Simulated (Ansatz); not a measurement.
A free-standing Janus 2H monolayer of WOTe was put through Ansatz (plane waves). Cell and atoms come from a relaxation with r2SCAN.

The cell:
```xyz
3
Lattice="3.1730 0.0000 0.0000 -1.5865 2.7479 0.0000 0.0000 0.0000 30.6455" Properties=species:S:1:pos:R:3 pbc="T T F"
W     0.0000    1.8319    9.2975
O     1.5865    0.9160   10.3615
Te    1.5865    0.9160    7.3410
```
The sheet repeats along a and b alone.

Output, abridged:
```
scf.n_extra_bands = 8 over 36 filled bands (N_el = 36.0): the run solves 44 bands
Functional definition: PBE
Crystal: 3 atoms, lattice volume = 267.194 Å³
Basis set: ecut = 420 eV, 5227 PW (Γ)
Bands: 44, of which v1, the nominal top of the filled ones, is band 36 counted from 1 (35 counted from 0)
Symmetry: 6 space group operations + 6 with time reversal
Magnetic group: BNS 156.50 (UNI 1280)
k-points: 19 of 144 (time reversal used)
preconditioner: auto → Resta (q_TF=auto, 1.953 Å⁻¹)  ε∞=2.2  [insulator: Δε(μ)=1.623 eV  σ=0.020 eV  ℏωp=9.1 eV]
WARN: The output density's exchange-correlation potential varies sharply where the density is thin. Do not read a vacuum level from v_tot or v_xc, or from such a field of the output density. […]
SCF converged after 10 iterations
Magnetization: |M| = 0.0000 μB,  M = (+0.0000, +0.0000, +0.0000) μB
Free energy (F): -17958.850469 eV
Fermi energy:    -4.271832 eV
--- Per-component energies (eV) ---
  E_band       = -1051.860096
  E_kinetic    = 807.019046
  E_local      = -85141.629287
  E_nonlocal   = -265.812051
  E_hartree    = 42262.829767
  E_xc         = -465.170851
  E_vxc        = -437.547329
  E_paw        = -13406.455016
  E_vpaw       = -539.544261
  E_ewald      = 38250.365749
--- Forces (eV/Å), atoms counted from 1 ---
  atom   1  W       0.00000      0.00000      0.13928
  atom   2  O       0.00000      0.00000      0.27843
  atom   3  Te      0.00000      0.00000    -0.41775
--- 2D stress c σ (N/m, compression-positive) ---
        1.618612       0.000000       0.000000
        0.000000       1.618612       0.000000
        0.000000       0.000000       0.000000
  P = ½ c Tr σ = 1.6186 N/m
--- Band table (eV; the first three rows and the last of 19) ---
  k-point 0: bands = […, -9.0507, -9.0507, -5.8378, -5.8378, -5.7233, -5.7233, -4.5478, -4.5478, -2.4223 (-2.4223°), -2.4223 (-2.4223°), -2.3769 (-2.3769°), -2.3769 (-2.3769°), -2.1946, -2.1946, …]
  k-point 1: bands = […, -8.9325, -8.8971, -6.1538, -6.0616, -5.8795, -5.8156, -4.6312, -4.6079, -2.6637 (-2.6636°), -2.5759 (-2.5759°), -2.3316 (-2.3316°), -2.2616 (-2.2616°), -2.0428 (-2.0429°), -1.9665 (-1.9667°), …]
  k-point 2: bands = […, -8.6846, -8.5918, -7.0633, -6.8589, -6.0896, -5.9810, -5.0087, -4.9462, -2.8936, -2.8876, -2.3674 (-2.3674°), -2.2648 (-2.2647°), -2.1383 (-2.1383°), -2.0421 (-2.0421°), …]
  k-point 18: bands = […, -9.5701, -9.4862, -9.3669, -9.2185, -7.5070, -7.4415, -6.0314, -5.6811, -3.8356, -3.8176, -2.9339, -2.9136, -1.5855, -1.0015, …]
```

bands.tsv, columns around the gap (it counts bands from 0):
```tsv
# k_distance	band_26	band_27	band_28	band_29	band_30	band_31	band_32	band_33	band_34	band_35	band_36	band_37	band_38	band_39	band_40	band_41	band_42	band_43
# fermi_ev = -4.271832
# [0, 0, 0] at k_distance = 0.000000
# [0.5, 0, 0] at k_distance = 1.143286
# [0.3333333333, 0.3333333333, 0] at k_distance = 1.803362
# [0, 0.416667, 0] at k_distance = 2.490392
# [0.45, 0.1, 0] at k_distance = 3.405814
# levels_relative_to = fermi_ev
0.000	-5.780	-5.780	-4.779	-4.779	-1.566	-1.566	-1.451	-1.451	-0.276	-0.276	1.850	1.850	1.895	1.895	2.077	2.077	2.979	2.979
1.143	-5.536	-5.536	-5.271	-5.271	-3.530	-3.530	-1.832	-1.832	-1.501	-1.501	0.453	0.453	1.786	1.786	2.394	2.394	3.603	3.603
1.803	-5.994	-5.828	-5.298	-5.214	-5.095	-4.947	-3.235	-3.170	-1.760	-1.409	0.436	0.454	1.338	1.358	2.686	3.270	3.309	3.594
2.490	-5.532	-5.528	-5.325	-5.294	-3.617	-3.581	-1.876	-1.847	-1.591	-1.534	0.314	0.592	1.693	1.791	2.333	2.650	3.577	3.660
3.406	-5.649	-5.563	-5.307	-5.156	-3.565	-3.489	-2.845	-2.722	-1.316	-1.056	0.396	0.529	1.586	1.818	2.328	2.572	2.957	3.204
```
In order the rows are Γ, M, K, Γ–M (0.83), M–K (0.30).

**Question.** Which of these blocks stood in the input: relax, gw, phonons, dielectric, magnetization (spin_orbit)?

**Answer.** magnetization (spin_orbit). A single point prints forces and stress when the output block asks for them.

**Question.** Which k mesh was typed?

**Answer.** 12×12×1, Γ-centred.

**Question.** How were the bands filled?

**Answer.** With smearing of width σ = 0.02 eV (Fermi-Dirac in this run).

Command: `ansatz run input.yaml --threads 4 --pin off --max-ram 5529MiB --backend cpu --events-out ev --progress --plain --runs-dir out`. Wall time 34 s on 4 threads of Arm Neoverse V2 (shared host), load about 0.8 per core; peak host memory 1.4 GiB.

All values are calculated for a non-magnetic cell, which may be hypothetical.
